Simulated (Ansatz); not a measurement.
V₃O₅:
```
V3O5
1.0
    5.01590     2.48583     0.00000
   -5.01590     2.48583     0.00000
   -2.64939     0.00000     6.48332
V O
6 10
Cartesian
 -5.62498   2.50900   4.67102
  2.97559   2.46267   1.81230
  1.65090   2.50900   5.05396
 -4.30029   2.46267   1.42936
 -1.32469   2.48583   3.24166
  0.00000   2.48583   0.00000
  0.18533   1.74465   4.29616
 -2.83472   3.22702   2.18716
 -4.15942   1.74465   5.42882
  1.51003   3.22702   1.05450
 -0.95905   4.18301   0.36107
 -1.69034   0.78866   6.12225
 -0.36564   4.18301   2.88059
 -2.28374   0.78866   3.60272
 -1.98704   3.45334   4.86249
 -0.66235   1.51833   1.62083
```
The run is spin-polarised; directions of the spins, atom by atom: ↑ ↑ ↑ ↑ ↑ ↑ 0 0 0 0 0 0 0 0 0 0.

Relaxed with r²SCAN.

**Question.** Map the valence electron density (e/Å³), cut off at 2 on the plane through (0.500, 0.500, 0.500) spanned by u = [0, 0, 1] and v = [1, 1, 0] in lattice vectors, from plane-wave PAW r²SCAN (Ansatz code).

**Answer.** x is the fraction of u, y of v (the angle between them is 90°; rows are the nearest grid lines); atoms in the plane: V at (0.00, 0.00), V at (0.50, 0.00), O at (0.25, 0.19), O at (0.75, 0.81).
```
|@@@@+........:@@@@@@@@:........+@@@@|
|@@@@=.       :%@@@@@@#:::-=--::=@@@@|
|@@@@:        .+@@@@@@=:-+%@@#=:-%@@@|
|@@%-.         :+@@@@+:-+@@@@@#-:-@@@|
|+=:..         .:-++-:.-#@@@@@@=:.:=+|
|......       .........-#@@@@@@=:....|
|.:---:.    .:---:.    .=%@@@@*:.   .|
|.:-==-:.   .:===:.    .:=#%%+-.    .|
|.:-==-:.  ..-===:.     .:---:.     .|
|..--=-:.  ..:-=-:.      .....      .|
| .::::..   .::::..                  |
|  .....    ......     .        .    |
|    .        .     ......    .....  |
|                  ..::::.   ..::::. |
|.      .....      .:-=-:..  .:-=--..|
|.     .:---:.     .:===-..  .:-==-:.|
|.    .-+%%#=:.    .:===:.   .:-==-:.|
|.   .:*@@@@%=.    .:---:.    .:---:.|
|....:=@@@@@@#-.........       ......|
|+=:.:=@@@@@@#-.:-++-:.         ..:=+|
|@@@-:-#@@@@@+-:+@@@@+:         .-%@@|
|@@@%-:=#@@%+-:=@@@@@@+.        :@@@@|
|@@@@=::--=-:::#@@@@@@%:       .=@@@@|
|@@@@+........:@@@@@@@@:........+@@@@|
```
Scale: ten equal steps from 0.068 (start of ' ') to 2.00 (end of '@'), in the order ' .:-=+*#%@'; x runs from 0.000 to 1.00, y from 0.000 (bottom) to 1.00 (top).

The density is the valence pseudo-density with augmentation charge, so density and ELF within about 1 Å of a nucleus are not all-electron values.

Space group C2/c. The workflow started from a Materials Project entry (that database holds measured and hypothetical structures alike); the Crystallography Open Database files this formula in space group No. 15, but the cells were not matched. Whether it is the stable phase at ambient conditions was not checked. The cell was relaxed with r²SCAN under the symmetry of its start; whether a distortion lowers the energy is not shown. Magnetic state: ferromagnetic, chosen from 3 collinear starts compared on coarse meshes (ties went to the first, and starts can fall back to one state), not a proven ground state. Other orbital occupations within this spin state were not tried. No Hubbard U is applied.

Potentials: the later of the program's two PAW sets.
